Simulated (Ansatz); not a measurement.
Relaxed structure of CH3OH on the (110) surface of C, one molecule per 35.8 Å² (the molecule's atoms stand last):

```
CELL_PARAMETERS angstrom
5.03020 0.00000 0.00000
0.00000 7.11378 0.00000
0.00000 0.00000 26.25905
ATOMIC_POSITIONS crystal
C 0.25000 0.50000 0.30466
C 0.25000 0.00000 0.30466
C 0.75000 0.50000 0.30466
C 0.75000 0.00000 0.30466
C 0.50000 0.62500 0.30466
C 0.50000 0.12500 0.30466
C 0.00000 0.62500 0.30466
C 0.00000 0.12500 0.30466
C 0.50000 0.75000 0.35255
C 0.50000 0.25000 0.35255
C 0.00000 0.75000 0.35255
C 0.00000 0.25000 0.35255
C 0.75000 0.87500 0.35255
C 0.75000 0.37500 0.35255
C 0.25000 0.87500 0.35255
C 0.25000 0.37500 0.35255
C 0.75000 0.00000 0.40044
C 0.75000 0.50000 0.40044
C 0.25000 0.00000 0.40044
C 0.25000 0.50000 0.40044
C 0.00000 0.12500 0.40044
C 0.00000 0.62500 0.40044
C 0.50000 0.12500 0.40044
C 0.50000 0.62500 0.40044
C 0.00005 0.25054 0.44805
C 0.00005 0.75063 0.44804
C 0.49996 0.25030 0.44823
C 0.50001 0.75049 0.44809
C 0.25004 0.37436 0.44812
C 0.25003 0.87455 0.44817
C 0.75003 0.37428 0.44802
C 0.74994 0.87431 0.44798
C 0.25006 0.50486 0.49743
C 0.25005 0.00453 0.49754
C 0.75022 0.50456 0.49729
C 0.74968 0.00476 0.49747
C 0.50051 0.62058 0.49739
C 0.49978 0.12101 0.49741
C 0.99993 0.62081 0.49733
C 0.00004 0.12025 0.49757
C 0.50012 0.76353 0.53849
C 0.49997 0.26357 0.53934
C 0.00084 0.76391 0.53831
C 0.00007 0.26529 0.53792
C 0.74963 0.86000 0.53752
C 0.74973 0.36064 0.53774
C 0.24988 0.86005 0.53835
C 0.25017 0.36025 0.53787
C 0.60965 0.89938 0.65779
O 0.73260 0.03672 0.62607
H 0.45624 0.96214 0.68243
H 0.76695 0.83875 0.68164
H 0.51833 0.78566 0.63509
H 0.59490 0.11047 0.60865
```

Method: DFT PBE+D3(BJ), scalar-relativistic, plane waves, PAW in Ansatz 0.2.0. Settings: cutoff 420 eV, Γ-centred mesh 3×2×1 on the computed 54-atom cell, Gaussian smearing of 0.05 eV; no spin polarisation. The cell repeats along c with a dipole correction in the vacuum.

The slab and the molecular layer are also computed alone at these places.

**Question.** How does the adsorption energy per molecule split into interaction and deformation?

**Answer.** E_ads = -0.343 eV: interaction of the rigid parts -0.326 eV, deformation of the slab +0.020 eV, deformation of the molecule with its lateral interactions -0.037 eV.

**Question.** How much charge moves across the plane at z = 15.07 Å, midway between slab and molecule?

**Answer.** About 0.04 electrons a cell move down to the slab; half the integral of |Δρ| is 0.22 e.

Spin polarisation was left out, and a magnetic state may lie lower.